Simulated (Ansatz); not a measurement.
This is a relaxation of cell and atoms with Ansatz 0.2.0 on Ga4As3N, ordered on the zincblende lattice (P-43m) with 8 atoms a cell; the level of theory is r2SCAN. It starts from the PBE minimum.

```yaml
crystal:
  lattice:
    - [5.4465176831, 0.0, 0.0]
    - [0.0, 5.4465176831, 0.0]
    - [0.0, 0.0, 5.4465176831]
  atoms:
    - { symbol: "N", position: [0.0, 0.0, 0.0] }
    - { symbol: Ga, position: [0.7776891423, 0.7776891423, 0.7776891423] }
    - { symbol: As, position: [0.5, 0.5, 0.0] }
    - { symbol: Ga, position: [0.2223108577, 0.2223108577, 0.7776891423] }
    - { symbol: As, position: [0.5, 0.0, 0.5] }
    - { symbol: Ga, position: [0.2223108577, 0.7776891423, 0.2223108577] }
    - { symbol: As, position: [0.0, 0.5, 0.5] }
    - { symbol: Ga, position: [0.7776891423, 0.2223108577, 0.2223108577] }
kpoints:
  mp_grid: { grid: [4, 4, 4] }
hamiltonian:
  xc: r2scan
scf:
  occupations: { method: fermi_dirac, width: 0.02 }
relax:
  f_tol: 0.005
  cell: {}
```

The trajectory has 4 recorded frames, each with fractional positions and then forces in eV/Å along x, y and z. Some frames, the last among them, repeat a geometry solved again on a basis re-selected at its cell; pressure is positive in compression.

Step 1: energy 0.0 meV/atom from step 1, largest force component 0.028 eV/Å, pressure -3.20 GPa; a = 5.447 Å, b = 5.447 Å, c = 5.447 Å, α = 90.00°, β = 90.00°, γ = 90.00°
```
N  0.0000 0.0000 0.0000     0.000   0.000   0.000
Ga 0.7777 0.7777 0.7777    -0.028  -0.028  -0.028
As 0.5000 0.5000 0.0000     0.000   0.000   0.000
Ga 0.2223 0.2223 0.7777     0.028   0.028  -0.028
As 0.5000 0.0000 0.5000     0.000   0.000   0.000
Ga 0.2223 0.7777 0.2223     0.028  -0.028   0.028
As 0.0000 0.5000 0.5000     0.000   0.000   0.000
Ga 0.7777 0.2223 0.2223    -0.028   0.028   0.028
```

Problem. How does the relaxation go on, and where does it end?

Solution.
Step 2: energy -8.1 meV/atom from step 1, largest force component 0.042 eV/Å, pressure -0.37 GPa; a = 5.383 Å, b = 5.383 Å, c = 5.383 Å, α = 90.00°, β = 90.00°, γ = 90.00°
```
N  0.0000 0.0000 0.0000     0.000   0.000   0.000
Ga 0.7770 0.7770 0.7770     0.042   0.042   0.042
As 0.5000 0.5000 0.0000     0.000   0.000   0.000
Ga 0.2230 0.2230 0.7770    -0.042  -0.042   0.042
As 0.5000 0.0000 0.5000     0.000   0.000   0.000
Ga 0.2230 0.7770 0.2230    -0.042   0.042  -0.042
As 0.0000 0.5000 0.5000     0.000   0.000   0.000
Ga 0.7770 0.2230 0.2230     0.042  -0.042  -0.042
```

Step 3: energy -8.4 meV/atom from step 1, largest force component 0.004 eV/Å, pressure +0.02 GPa; a = 5.375 Å, b = 5.375 Å, c = 5.375 Å, α = 90.00°, β = 90.00°, γ = 90.00°
```
N  0.0000 0.0000 0.0000     0.000   0.000   0.000
Ga 0.7775 0.7775 0.7775     0.004   0.004   0.004
As 0.5000 0.5000 0.0000     0.000   0.000   0.000
Ga 0.2225 0.2225 0.7775    -0.004  -0.004   0.004
As 0.5000 0.0000 0.5000     0.000   0.000   0.000
Ga 0.2225 0.7775 0.2225    -0.004   0.004  -0.004
As 0.0000 0.5000 0.5000     0.000   0.000   0.000
Ga 0.7775 0.2225 0.2225     0.004  -0.004  -0.004
```

Step 4: energy -8.1 meV/atom from step 1, largest force component 0.004 eV/Å, pressure +0.01 GPa; a = 5.375 Å, b = 5.375 Å, c = 5.375 Å, α = 90.00°, β = 90.00°, γ = 90.00°
```
N  0.0000 0.0000 0.0000     0.000   0.000   0.000
Ga 0.7775 0.7775 0.7775     0.004   0.004   0.004
As 0.5000 0.5000 0.0000     0.000   0.000   0.000
Ga 0.2225 0.2225 0.7775    -0.004  -0.004   0.004
As 0.5000 0.0000 0.5000     0.000   0.000   0.000
Ga 0.2225 0.7775 0.2225    -0.004   0.004  -0.004
As 0.0000 0.5000 0.5000     0.000   0.000   0.000
Ga 0.7775 0.2225 0.2225     0.004  -0.004  -0.004
```

The walk took 3 steps, besides SCFs solved again on a fresh basis, and changed the volume by -3.9 %. The last SCF, on a fresh basis, lies 8.1 meV an atom below the first. Final cell: it is cubic, P-43m (No. 215); conventional cell a = 5.375 Å, 19.41 Å³ an atom. Around N lie 4 Ga at 2.07 Å; around Ga lie 1 N at 2.07 Å and 3 As at 2.42 Å; around As lie 4 Ga at 2.42 Å.

Run as `ansatz run input.yaml --threads 4 --pin off --max-ram 6451MiB --backend cpu --events-out ev --progress --plain --runs-dir out`. It took 19 s on 4 threads of AMD EPYC 7B13 (Zen 3), on a shared host; peak host memory 0.82 GiB.

Spin-unpolarised throughout. Whether this structure exists isn't addressed.
